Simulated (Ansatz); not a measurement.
**Cu₂IBr: which magnetic state is lowest?**

All numbers below come from DFT r2SCAN, scalar-relativistic, plane waves, PAW in Ansatz 0.2.0.

```xyz
4
Lattice="1.9685 1.1365 6.3876 -1.9685 1.1365 6.3876 0.0000 -2.2731 6.3876" Properties=species:S:1:pos:R:3 pbc="T T T"
Cu    0.0000    0.0000   14.3907
Cu    0.0000    0.0000    4.7721
I     0.0000    0.0000    0.0000
Br    0.0000    0.0000    9.5814
```

The plane-wave cutoff is 500 eV, the Γ-centred k-mesh is 12×12×12 and the occupation rule is Gaussian smearing, 0.1 eV. The list of starting moments (μB, in atom order) is 2.5 2.5 0 0 and the check for lower electronic states after the SCF is off.

All runs keep this geometry, which isn't relaxed for the lowest state (largest force there 0.042 eV/Å, pressure -0.2 GPa) and needn't be a stable compound; relaxing each order can shift differences of a few meV. Site moments are spin moments in atom-centred spheres that scale with the neighbour distance. The states are those that the runs reached from these starts; a lower one can exist. No antiferromagnetic start is among these.

**Question.** Starts tried: no spin; large parallel starting moments. Which state comes out lowest, and what are the moments?

**Answer.** All starts lose their moments; the cell is non-magnetic at this level.

```
                          start ends energy above lowest (meV/atom) site moments (μB) gap on mesh (eV) P (GPa)
                        no spin non-magnetic                            0.00     none over 0.05              0.14     -0.2
large parallel starting moments non-magnetic                            0.00     none over 0.05              0.14     -0.2
```

Cost: 2 runs of about 8.2 core-minutes in all, on Arm Neoverse V1 (shared hosts).